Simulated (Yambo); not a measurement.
# How GW settings move the gap: Ca2H3Br

G0W0@PBEsol for Ca$_{2}$H$_{3}$Br (space group P-3m1, No. 164) in Yambo. Reference settings: 3×3×2 Γ-centred k mesh, bands 3 to 165 and a 8 Ry block in the screening, 165 bands in G with the Bruneval-Gonze terminator, plasmon pole fitted at 27.2 eV. The PBEsol gap A → (0, 0.333, -0.5) on this mesh is 1.54 eV; G0W0 gaps are taken between the same points.

```
change from the reference       G0W0 gap A → (0, 0.333, -0.5) (eV)  shift of the valence edge (eV)        rough Yambo cost
------------------------------  ----------------------------------  ------------------------------  ----------------------
reference settings                                            3.39                           -0.96                       1
60 bands in W, 60 bands in G                                  3.34                           -0.65               about 1/3
105 bands in W, 105 bands in G                                3.37                           -0.86  within a factor of two
60 bands in G                                                 3.36                           -0.88                       –
105 bands in G                                                3.38                           -0.95                       –
74 bands in W                                                 3.37                           -0.79  within a factor of two
2 Ry block                                                    3.05                           -0.56  within a factor of two
3 Ry block                                                    3.10                           -0.63  within a factor of two
7 Ry block                                                    3.37                           -0.94  within a factor of two
pole fitted at 10 eV                                          3.35                           -0.82                       –
no random integration                                         3.34                           -0.77                       –
60 bands in G, no terminator                                  3.39                           -0.49                       –
105 bands in G, no terminator                                 3.43                           -0.78                       –
no terminator                                                 3.43                           -0.90                       –
```

The reference isn't shown to be the converged limit. Costs are rough (shared machines), scaled to the same edge states, and given only for runs that recompute the screening. In the run with 165 bands and a 8 Ry block, which covers more k points, the smallest G0W0 gap is 3.31 eV, A → A. The mesh misses a band edge: along a dense path the PBEsol gap is 1.38 eV against 1.54 eV on the mesh.

Spin-orbit splittings are left out.

Geometry of the Materials Project entry, not relaxed at this level; primitive cell a = 3.903 Å, b = 3.903 Å, c = 6.854 Å, α = 90.00°, β = 90.00°, γ = 120.00°.

The structure is a Materials Project entry; no match was found in the copy of COD used, and its stability was not checked.

A shift is the quasiparticle energy of the state minus its PBEsol energy.
